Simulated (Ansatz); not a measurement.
**Pt: comparing deformations**

Level of theory: DFT PBEsol, scalar-relativistic, plane waves, PAW in Ansatz 0.2.0. Settings: plane waves to 420 eV, k-mesh 20×20×20 (Γ-centred), Gaussian smearing 0.15 eV. Spin–orbit coupling is left out, which can shift energies with elements as heavy as these. No spin polarisation. Energies are free energies at this smearing, counted from the undisturbed cell; pressure is positive in compression.

Zero of the scan (as given, not relaxed at this level; it stands at 0.6 GPa):

```
Pt
1.0
     0.00000    1.95790    1.95790
     1.95790    0.00000    1.95790
     1.95790    1.95790    0.00000
Pt
1
Direct
  0.00000 0.00000 0.00000
```

The cell is strained by ε times a Voigt pattern (xx, yy, zz, yz, xz, xy; engineering shear) with fractional coordinates fixed. τ = (1/V0) dE/dε comes from the stress tensor. Of each scan, only the three points used here are listed.

| pattern | ε | τ (GPa) |
| --- | --- | --- |
| (1, 1, 0, 0, 0, 0) | -0.0250 | -36.50 |
| (1, 1, 0, 0, 0, 0) | 0.0000 | -1.19 |
| (1, 1, 0, 0, 0, 0) | 0.0250 | 25.63 |
| (0, 0, 1, 0, 0, 0) | -0.0150 | -6.24 |
| (0, 0, 1, 0, 0, 0) | 0.0000 | -0.60 |
| (0, 0, 1, 0, 0, 0) | 0.0150 | 4.57 |
| (0, 0, 0, 1, 0, 0) | -0.0075 | -0.61 |
| (0, 0, 0, 1, 0, 0) | 0.0000 | 0.00 |
| (0, 0, 0, 1, 0, 0) | 0.0075 | 0.61 |
| (0, 0, 0, 0, 0, 1) | -0.0050 | -0.40 |
| (0, 0, 0, 0, 0, 1) | 0.0000 | 0.00 |
| (0, 0, 0, 0, 0, 1) | 0.0050 | 0.40 |

Q: Which constants do the scans give, and which deformation costs least for the same size of strain tensor?

A: The slope dτ/dε at zero (parabola through three points) is pᵀCp: (1, 1, 0, 0, 0, 0) gives 2(C11 + C12) = 1243 GPa; (0, 0, 1, 0, 0, 0) gives C11 = 360 GPa; (0, 0, 0, 1, 0, 0) gives C44 = 81 GPa; (0, 0, 0, 0, 0, 1) gives C44 = 81 GPa. The size of the strain tensor, ε:ε, is ε² times 2.0, 1.0, 0.5, 0.5. Per unit of it the stiffnesses are 621, 360, 162, 162 GPa, so (0, 0, 0, 0, 0, 1) is the softest of these, level with (0, 0, 0, 1, 0, 0) (alike by symmetry): at ε:ε = (1 %)² the quadratic term costs 0.76 meV/atom against 2.91 for the stiffest.

Q: What else follows for this cubic crystal?

A: From the unrounded slopes C11 = 360.4 and C12 = 261.0 GPa, so B = (C11 + 2 C12)/3 = 294 GPa and the Poisson ratio for a pull along a cube edge is C12/(C11 + C12) = 0.42.

Q: How anisotropic is this cubic crystal?

A: Zener's ratio 2 C44/(C11 − C12) = 1.63; it is 1 for an isotropic solid.

In a metal these slopes depend on the k mesh and the smearing.